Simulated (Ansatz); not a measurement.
## OsSe (zincblende structure)

Computed with Ansatz (plane waves, PAW, 500 eV cutoff): r²SCAN, scalar-relativistic, collinear spin, 10×10×10 k-mesh, Gaussian smearing of 0.05 eV; PAW files: Ansatz's generated set soft_2.

```
CELL_PARAMETERS angstrom
0.00000 2.73478 2.73478
2.73478 0.00000 2.73478
2.73478 2.73478 0.00000
ATOMIC_POSITIONS crystal
Os 0.00000 0.00000 0.00000
Se 0.25000 0.25000 0.25000
```

The start was a prototype's sites filled with these elements, not a measured cell.

Magnetic state: weakly polarised, site spin moments Os 0.10 μB.

The cell is relaxed to zero pressure at this level.

The cell has space group F-43m (read at 0.01 Å). In it the stress is -0.09, -0.09, -0.09, 0.00, 0.00, 0.00 GPa and the largest force component 0.000 eV/Å. Each change below starts from this cell, without further relaxation. Stress is in GPa, positive in compression, in the order xx, yy, zz, yz, xz, xy; energies are counted from the cell above and are free energies with the smearing's entropy, which match forces and stress in a metal.

Question: What happens when atom 1 (Os) is moved by 0.20 Å along x?

Answer: The energy changes by 334.1 meV per cell, and the force on it along the shift is -3.356 eV/Å (−F/u = 16.78 eV/Å²). Stress: 1.70, 4.53, 4.53, 13.24, 0.00, 0.00.
```
atom  Fx (eV/Å)     Fy     Fz
 Os1     -3.356  0.000  0.000
 Se2      3.356  0.000  0.000
```
In a harmonic crystal the energy would rise by −½F·u = ½ × 16.78 × 0.20² eV = 335.6 meV, which matches.

Question: What stress follows from an engineering strain of -2 % in zz, atoms carried along?

Answer: 3.00, 3.00, 3.48, 0.00, 0.00, 0.00 GPa; the energy changes by 8.5 meV per cell.
The change of the stress over the strain gives a clamped-atom stiffness of about 178 GPa for this component, a secant value that lies under the elastic constant in tension and over it in compression, by several per cent for each per cent of strain.
In a harmonic crystal the energy would rise by V(½Cε² − σ₀ε), with σ₀ the stress of the unstrained cell, = 8.6 meV, which matches.

No spin–orbit coupling, a notable omission for heavy elements. The run wasn't fully tested for a lower electronic state. So small a moment in a metal hangs on mesh and smearing, and semilocal functionals can overstate it, so the real crystal may have none. Site moments are of spin, integrated over atomic spheres.
